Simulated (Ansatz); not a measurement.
KTaO₃ (from a published structure), relaxed with r2SCAN: 4 runs in Ansatz 0.2.0, each a construction of maximally localised Wannier functions. Space group Pm-3m (No. 221), cubic; conventional cell a = 3.990 Å, 12.71 Å³ an atom. K has 12 O at 2.82 Å; Ta has 6 O at 2.00 Å; O has 2 Ta at 2.00 Å and 4 K at 2.82 Å. Spin-unpolarised calculation; the starting structure is a published one, and the numbers are computed.

```xyz
5
Lattice="3.9901 0.0000 0.0000 0.0000 3.9901 0.0000 0.0000 0.0000 3.9901" Properties=species:S:1:pos:R:3 pbc="T T T"
K     1.9951    1.9951    1.9951
Ta    0.0000    0.0000    0.0000
O     1.9951    0.0000    0.0000
O     0.0000    1.9951    0.0000
O     0.0000    0.0000    1.9951
```

Windows count from the top of the filled bands; a dash means that no such window was set (without an outer window there is no disentanglement).

| functional | SCF mesh | trial orbitals | functions | mesh | window (eV) | frozen (eV) | Ω total (Å²) | Ω invariant (Å²) | largest spread (Å²) | least projectability | interpolation miss of the model's filled bands (eV, to the nearest computed level) |
| --- | --- | --- | --- | --- | --- | --- | --- | --- | --- | --- | --- |
| PBE | 6×6×6 | O s, O p | 12 | 6×6×6 | – | – | 11.98 | 10.60 | 1.14 | 0.83 | 0.012 |
| PBE | 6×6×6 | O p | 9 | 4×4×4 | – | – | 10.83 | 10.70 | 1.21 | 0.83 | 0.057 |
| r2SCAN | 6×6×6 | O s, O p | 12 | 4×4×4 | – | – | 11.06 | 9.70 | 1.04 | 0.84 | 0.047 |

Q: Estimate from these rows what the further settings give.

| functional | SCF mesh | trial orbitals | functions | mesh | window (eV) | frozen (eV) |
| --- | --- | --- | --- | --- | --- | --- |
| PBE | 6×6×6 | O s, O p | 12 | 4×4×4 | – | – |

A:
```
functional  SCF mesh  trial orbitals  functions   mesh  window (eV)  frozen (eV)  Ω total (Å²)  Ω invariant (Å²)  largest spread (Å²)  least projectability  interpolation miss of the model's filled bands (eV, to the nearest computed level)
       PBE     6×6×6        O s, O p         12  4×4×4            –            –         11.43             10.05                 1.08                  0.83                                                                               0.054
```

For O s, O p with PBE the spread goes 11.43 Å² (4×4×4), 11.98 Å² (6×6×6): finite differences on a coarse mesh understate it.

No spin-orbit coupling is included; it can move band edges with weight on the heavy atoms by tenths of an eV.
